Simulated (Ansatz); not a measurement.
RbGeF3 in the cubic perovskite structure, relaxed with r2SCAN in the plane-wave code Ansatz. The symmetry is Pm-3m (No. 221, cubic); a = 4.424 Å in the conventional setting, 17.32 Å³ an atom. Around Rb lie 12 F at 3.13 Å; around Ge lie 6 F at 2.21 Å; around F lie 2 Ge at 2.21 Å and 4 Rb at 3.13 Å.

The axes x, y and z are those of this cell:
```
CELL_PARAMETERS angstrom
4.42436 0.00000 0.00000
0.00000 4.42436 0.00000
0.00000 0.00000 4.42436
ATOMIC_POSITIONS crystal
Rb 0.00000 0.00000 0.00000
Ge 0.50000 0.50000 0.50000
F 0.50000 0.50000 0.00000
F 0.50000 0.00000 0.50000
F 0.00000 0.50000 0.50000
```

Unstrained: The PBE gap is direct at R: 1.816 eV. With r2SCAN the gap is 2.065 eV and direct, at R. HSE06 gives a direct gap of 2.737 eV at R. Meshes: PBE 6×6×6, r2SCAN 6×6×6, HSE06 4×4×4. Strains are changes of length per length, and xy shears are angles. After each strain the atoms were relaxed again with r2SCAN within the symmetry that the strain leaves, so tilts or polar shifts that break it weren't tested; points keep the names that they have in the unstrained zone. The cell comes from a prototype generator: it can be a known phase or a hypothetical one. Spin polarisation is off.

Task: Estimate what epitaxial +3.0 % in the xy plane, free normal strain -1.86 % does to the gap.

Result: PBE: the gap goes from 1.816 to 1.865 eV (+0.049 eV). r2SCAN: the gap goes from 2.065 to 2.112 eV (+0.047 eV). HSE06: the gap goes from 2.737 to 2.813 eV (+0.076 eV). The r2SCAN energy rises by 10.1 meV an atom.

Task: Apply xy shear, engineering strain (angle) +4.0 %. How far does the gap move, against the unstrained cell?

Result: PBE: the gap goes from 1.816 to 1.686 eV (-0.130 eV). r2SCAN: the gap goes from 2.065 to 1.921 eV (-0.144 eV). HSE06: the gap goes from 2.737 to 2.597 eV (-0.140 eV). The r2SCAN energy rises by 1.4 meV an atom.

Task: Estimate what uniaxial +0.5 % along z, other directions held does to the gap.

Result: PBE: the gap goes from 1.816 to 1.813 eV (-0.003 eV). r2SCAN: the gap goes from 2.065 to 2.061 eV (-0.004 eV). HSE06: the gap goes from 2.737 to 2.737 eV (0.000 eV). The r2SCAN energy rises by 0.1 meV an atom.

Task: One strain changed the r2SCAN stress by xx +2.28, yy +0.75, zz +0.75 GPa (compression positive) and the gap by -0.156 eV (PBE), -0.167 eV (r2SCAN), -0.174 eV (HSE06). Which kind of strain was it, and roughly how large?

Result: Uniaxial -2.0 % along x, other directions held. The pattern of the stress gives the kind; the size needs the stiffness, so it is an estimate.

The runs are scalar-relativistic, without spin-orbit coupling.

The meshes of the hybrids are coarse, so their gaps aren't converged to the digits shown.
